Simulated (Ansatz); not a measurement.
Ca (fcc, Cu type)

```
Ca
1.0
    0.00000     5.52650     5.52650
    2.76325     0.00000     2.76325
    2.76325     2.76325     0.00000
Ca
2
Direct
  0.00000   0.00000   0.00000
  0.50000   0.00000   0.00000
```

The atoms are displaced by Q × the pattern below (from a DFPT mode at L = (0.5, 0.0, 0.0), largest move 1; Q in Å), at fixed cell. (q is in reciprocal vectors of the primitive cell; the cell shown is doubled to hold the pattern.)

| atom | x | y | z |
|---|---|---|---|
| Ca1 | -0.577 | 0.577 | 0.577 |
| Ca2 | 0.577 | -0.577 | -0.577 |

The numbers are results of PBE (plane waves to 420 eV, PAW, scalar-relativistic; Ansatz, a quantum-chemistry and plane-wave program), not measurements. k mesh 15×15×15 (Γ-centred), Fermi-Dirac smearing 0.05 eV. Energies are smeared free energies. With partly filled bands, energies and forces of such displacements shift with the k mesh and the smearing. Ca was relaxed with its symmetry unable to fall. The zero of ΔE is the undisplaced structure. The last digit holds for this mesh only.

| Q (Å) | ΔE (meV/cell) |
|---|---|
| -0.1000 | 35.17 |
| -0.0833 | withheld |
| -0.0667 | 15.58 |
| -0.0500 | 8.75 |
| -0.0333 | 3.89 |
| -0.0167 | 0.97 |
| 0.0000 | 0.00 |
| 0.0167 | 0.97 |
| 0.0333 | 3.89 |
| 0.0500 | 8.75 |
| 0.0667 | 15.58 |
| 0.0833 | withheld |
| 0.1000 | 35.17 |

Problem. Fit an even polynomial form (powers 2, 4) to the given rows and predict ΔE at Q = 0.0833.

Solution. Least squares on the 11 given rows: ΔE = (3493)·Q² + (2397)·Q⁴, in meV/cell with Q in Å; root-mean-square residual 0.007 meV/cell. At 0.0833 the fit gives 24.35 meV/cell; the calculation gives 24.37 meV/cell, so the interpolation is off by -0.02 (-0.1 %). The quadratic term alone would give 24.24 meV/cell.

(For displaced atoms, the force is minus the slope of the energy, and its curvature is a force constant, which sets phonon frequencies.)
